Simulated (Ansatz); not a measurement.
input.yaml (Ansatz)

```yaml
crystal:
  lattice:
    - [0.0, 2.3046876962, 2.3046876962]
    - [2.3046876962, 0.0, 2.3046876962]
    - [2.3046876962, 2.3046876962, 0.0]
  atoms:
    - { symbol: Fe, position: [0.125, 0.125, 0.125], spin: 2.5 }
    - { symbol: Fe, position: [0.875, 0.875, 0.875], spin: 2.5 }
hamiltonian:
  xc: mr2scan
  pseudopotentials:
    kind: paw
    azcp:
      Fe: "pseudopotentials/Fe.paw.azcp"
basis:
  ecutwfc: 500
  fft_grid_basis: typed
kpoints:
  mp_grid: { grid: [13, 13, 13], shift: [0, 0, 0] }
magnetization:
  spin_polarized: true
scf:
  occupations: { method: fermi_dirac, width: 0.05 }
  lower_state_search: "off"
output:
  stress: true
  write_density: true
  write_potential: true
  elf: true
  volumetric_format: npy
```

and its output:

```
Engine: ansatz 0.2.0, aarch64-unknown-linux-gnu
Pseudopotentials: kind: paw
Pseudopotential: Fe, paw, valence charge 16, recommended cutoff 500 eV (meta_gga) 
Functional definition: m-r2SCAN
  exchange = m_r2scan_x
  correlation = m_r2scan_c
Crystal: 2 atoms, lattice volume = 24.483 Å³
Basis set: ecut = 500 eV, 609 PW (Γ), exchange–correlation on 96×96×96 points (64 copies of the dense FFT grid, shifted against one another)
Bands: 23, of which v1, the nominal top of the filled ones, is band 16 counted from 1 (15 counted from 0)
Symmetry: 48 space group operations
Space group: Fd-3m (ITA 227), of the structure as read, at distance tolerance 2.9e-5 Å
Magnetic group: BNS 227.128 (UNI 1630), of the structure as read, at distance tolerance 2.9e-5 Å
k-points: 84 of 2197
Non-local potential: Fe, projectors of the file, l = 0: 3, l = 1: 2, l = 2: 3, l = 3: 1
PAW form: soft (Blöchl's): semilocal exchange-correlation on the pseudo side does not see the compensation charge
PAW frozen core: Fe, regenerated for the run's functional (the file was generated under x = pbe(κ = 0.804, μ = 0.2195149727645171), c = pbe(β = 0.06672455060314922))
PAW one-centre angular grid: Fe, 590 points (default); XC on 160 Gauss nodes
Initial density: superposition of atomic densities (chi_scale 0.1, normalization cell)
Starting moments: Σ|m| = 5 μB on 2 of 2 sites
Initial wavefunctions: pseudopotential atomic-orbital guess
Functional: x = mr2scan, c = mr2scan; τ floored in thin density (d = 2e-4 eV/Å³)
iter 1 solved again at ethr=2.58e-3 eV; its pass at ethr=3.10e-3 eV (dr2=8.26e-1 eV) is discarded
SCF iter   1: F=-8966.761672 eV  HF=-8965.816993 eV  |F-HF|=9.45e-1  |Δ(HF+E_count)|=         —  Δρ=1.56e-1 (↑1.38e-1 ↓1.56e-1)  dr2=8.28e-1  dr2_τ=1.82e-1  dr2_m=4.68e0  M=2.282 μB ∫|m|=2.282 μB  β_m=0.30  ethr=2.58e-3  ⟨swp⟩=1.0  Hψ=21485  notcnv=0
spin=Collinear: Kerker preconditioning applied to the charge; magnetization (m = ρ↑ − ρ↓) channel mixes plain (no charge-response kernel on spin).
SCF iter   2: F=-8967.177778 eV  HF=-8966.401625 eV  |F-HF|=7.76e-1  |Δ(HF+E_count)|=   5.85e-1  Δρ=1.27e-1 (↑1.24e-1 ↓1.27e-1)  dr2=4.56e-1  dr2_τ=6.13e-2  dr2_m=3.42e0  M=1.895 μB ∫|m|=1.895 μB  β_m=0.30  ethr=2.58e-3  ⟨swp⟩=2.0  Hψ=5597  notcnv=0  κ⁻¹=1.0e0(r=1)
SCF iter   3: F=-8967.376307 eV  HF=-8966.835058 eV  |F-HF|=5.41e-1  |Δ(HF+E_count)|=   4.33e-1  Δρ=1.06e-1 (↑1.06e-1 ↓1.00e-1)  dr2=1.14e-1  dr2_τ=4.12e-2  dr2_m=2.34e0  M=1.629 μB ∫|m|=1.629 μB  β_m=0.30  ethr=1.42e-3  ⟨swp⟩=2.1  Hψ=5854  notcnv=0  κ⁻¹=5.5e-2(r=2)
SCF iter   4: F=-8967.489185 eV  HF=-8967.125887 eV  |F-HF|=3.63e-1  |Δ(HF+E_count)|=   2.91e-1  Δρ=8.58e-2 (↑8.55e-2 ↓8.58e-2)  dr2=6.36e-3  dr2_τ=2.83e-2  dr2_m=1.64e0  M=1.381 μB ∫|m|=1.383 μB  β_m=0.30  ethr=3.57e-4  ⟨swp⟩=3.0  Hψ=8622  notcnv=0  defer=65  κ⁻¹=3.5e-4(r=3)
SCF iter   5: F=-8967.585182 eV  HF=-8967.342960 eV  |F-HF|=2.42e-1  |Δ(HF+E_count)|=   2.17e-1  Δρ=7.58e-2 (↑7.58e-2 ↓7.27e-2)  dr2=3.25e-3  dr2_τ=2.04e-2  dr2_m=1.24e0  M=1.134 μB ∫|m|=1.141 μB  β_m=0.30  ethr=1.99e-5  ⟨swp⟩=2.8  Hψ=8878  notcnv=0  defer=79  κ⁻¹=3.3e-5(r=4)
SCF iter   6: F=-8967.635277 eV  HF=-8967.479550 eV  |F-HF|=1.56e-1  |Δ(HF+E_count)|=   1.37e-1  Δρ=6.32e-2 (↑6.32e-2 ↓6.06e-2)  dr2=1.10e-3  dr2_τ=1.41e-2  dr2_m=8.60e-1  M=0.967 μB ∫|m|=0.979 μB  β_m=0.30  ethr=1.02e-5  ⟨swp⟩=2.4  Hψ=7595  notcnv=0  defer=89  κ⁻¹=2.2e-5(r=5)
...
SCF 1 converged in 24 iterations: F = -8967.763949 eV  dr2 = 1.63e-11
this state was not tested for a lower state beside it, because the mixer in use, unlike msr1, does not test its closes by its own steps (another_mixer; see scf.mixing.algorithm and scf.lower_state_search)
SCF converged after 24 iterations
Magnetization: -0.0000 μB (16.0000 up, 16.0000 down)
Absolute magnetization: 0.0000 μB (∫|ρ↑−ρ↓|, with the PAW one-centre terms)
Spin contamination: 0.0000 ħ² per cell (⟨S²⟩ above its minimum at these occupations)
Per-site moments (μB) at R_I (Å): [(-1.41953893632704e-5, 0.8233162132381858), (-1.4195389363227416e-5, 0.8233162132381858)]
Free energy (F): -8967.763949 eV
Harris-Foulkes:  -8967.763949 eV  (|F-HF|=5.44e-9)
Internal energy: -8967.748676 eV  (E = F + TS)
E sigma→0 (E₀):  -8967.756313 eV
Entropy (-TS):   -0.015274 eV (-7.637 meV/atom)
Fermi energy:    16.774660 eV
--- Per-component energies (eV) ---
  E_band       = -529.947846
  E_kinetic    = 724.277977
  E_local      = -4939.400229  (includes V_loc(G=0)·N_el)
  E_nonlocal   = 439.256437
  E_hartree    = 2105.500706
  E_xc         = -229.277419
  E_vxc        = -341.142248  (∫ρ·V_xc dr)
  E_paw        = -2759.481194  (= ΣΔE_a)
  E_vpaw       = -648.967791  (= ΣTr[D̂ρ^β])
  E_aug_tail   = 0.000473  (compensation charges beyond the density's cutoff)
  E_vtau       = 25.026478  (kinetic-family band-sum trace: ∫τ·v_τ [+ j·A + Jᵃ·Aᵃ] dr)
  E_ewald      = -4308.046476
  E_core_change = -0.578950  (= ΣΔE_core)
  E_smearing   = -0.015274  (= −TS)
  E_closure    = 0.000000  (closes the sum)
  Σ components = -8967.763949   (vs F -8967.763949, Δ=0.00e0)
--- Stress (GPa, compression-positive) ---
       29.297187       0.000000       0.000000
        0.000000      29.297187       0.000000
       -0.000000       0.000000      29.297187
  P = ⅓ Tr σ = 29.2972 GPa (292.972 kbar)
--- Band table (eV; the first three rows and the last of 168) ---
  k-point 0 ↑: bands = ["-73.9246", "-73.2267", "-38.8300", "-38.8300", "-38.8300", "-37.8598", "-37.8598", "-37.8598", "8.9418", "13.1793", "13.1793", "13.6520", "13.6520", "13.6520", "16.3134", "16.3134", "16.3134", "18.4395", "18.4395", "33.2283", "33.2283", "33.2283", "33.7273"]
  k-point 1 ↑: bands = ["-73.9167", "-73.2339", "-38.8373", "-38.8373", "-38.8300", "-37.8613", "-37.8524", "-37.8524", "9.0870", "13.0941", "13.0941", "13.6618", "13.7790", "13.7790", "16.2217", "16.2983", "16.2983", "18.4382", "18.4382", "30.8471", "32.4513", "32.4513", "33.7702"]
  k-point 2 ↑: bands = ["-73.8937", "-73.2547", "-38.8572", "-38.8572", "-38.8303", "-37.8653", "-37.8325", "-37.8325", "9.5116", "12.9811", "12.9811", "13.7021", "13.9897", "13.9897", "15.9591", "16.2827", "16.2827", "18.4284", "18.4284", "28.1978", "31.6108", "31.6108", "32.9319"]
  k-point 83 ↓: bands = ["-73.5980", "-73.5350", "-39.0756", "-39.0550", "-38.4151", "-38.2909", "-37.6412", "-37.6243", "12.0722", "12.1413", "14.1657", "14.3735", "14.7494", "14.9912", "15.4279", "15.6995", "18.6475", "18.6504", "19.8311", "21.1204", "21.2895", "21.9700", "34.0743"]
```
